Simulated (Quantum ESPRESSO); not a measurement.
# Strain and stress in Al4O4FN

These are calculations, not measurements. They come from pw.x of Quantum ESPRESSO 7.5, a plane-wave density functional program, with PseudoDojo standard norm-conserving files (v0.5 for PBE, v0.4.1 for LDA and PBEsol). The cells are made up: elements, strain and atom displacements were drawn at random, and nothing was relaxed. There is no spin polarisation, spin-orbit coupling or dispersion term.

The cell has 10 sites of a corundum lattice. Sites 1 to 4 hold Al Al Al Al; sites 5 to 10 hold O O O F N O. Cell vectors in Å: (2.369, 1.493, 4.438); (-2.474, 1.453, 4.508); (-0.087, -2.830, 4.437). Settings: PBE, cutoff 1143 eV, 5 x 5 x 5 k mesh shifted by half a step, Fermi-Dirac smearing of 0.025 eV.

Each run adds a strain along z to one cell, with the atoms carried along; the vectors above are those of run 4. Stress is positive in tension and P is minus a third of its trace. E is the free energy for each atom above the lowest run shown. The last column is band 25 less band 24 at Gamma, from a band step after each run.

```
run  strain (%)  s_xx (GPa)  s_yy (GPa)  s_zz (GPa)  s_xy (GPa)  P (GPa)  E (meV/atom)  level step at Gamma (eV)
  1       -2.16       -3.86        9.14       -6.30        1.80     0.34          2.36                     2.993
  3       -1.23       -2.89        9.75       -2.20        1.74    -1.56          0.03                     2.956
  4       -0.21       -1.90       10.34        2.12        1.68    -3.52          0.00                     2.909
  5        1.31       -0.57       11.09        8.21        1.60    -6.24          4.58                     2.829
  6        1.97       -0.05       11.37       10.73        1.56    -7.35          8.21                     2.790
  7        2.39        0.27       11.54       12.31        1.54    -8.04         11.03                     2.764
  2       -1.53           ?           ?           ?           ?        ?             ?                         ?
```

A rerun of one of these cells at 1437 eV and k mesh 7 x 7 x 7 moved values by no more than 0.003 eV in the cell's energy, 0.02 GPa in stress and 0.002 eV/Å in force.

## Worked fit

A parabola through the six runs shown gives s_zz = 2.98 + 4.11 e - 0.087 e² GPa, with e in per cent and a scatter of 0.01 GPa. The slope is a stiffness of 411 ± 1 GPa for each unit of this strain at e = 0. The atoms are clamped, and relaxing them would in general lower it. The error is the larger of the fit's own and the change that a cubic makes, rounded up.

## Withheld run

Question: what s_zz should run 2 give?

The fit gives -3.51 GPa. The calculation gave -3.50 GPa.

| run | strain (%) | s_xx (GPa) | s_yy (GPa) | s_zz (GPa) | s_xy (GPa) | P (GPa) | E (meV/atom) | level step at Gamma (eV) |
| --- | --- | --- | --- | --- | --- | --- | --- | --- |
| 2 | -1.53 | -3.19 | 9.56 | -3.50 | 1.76 | -0.96 | 0.54 | 2.968 |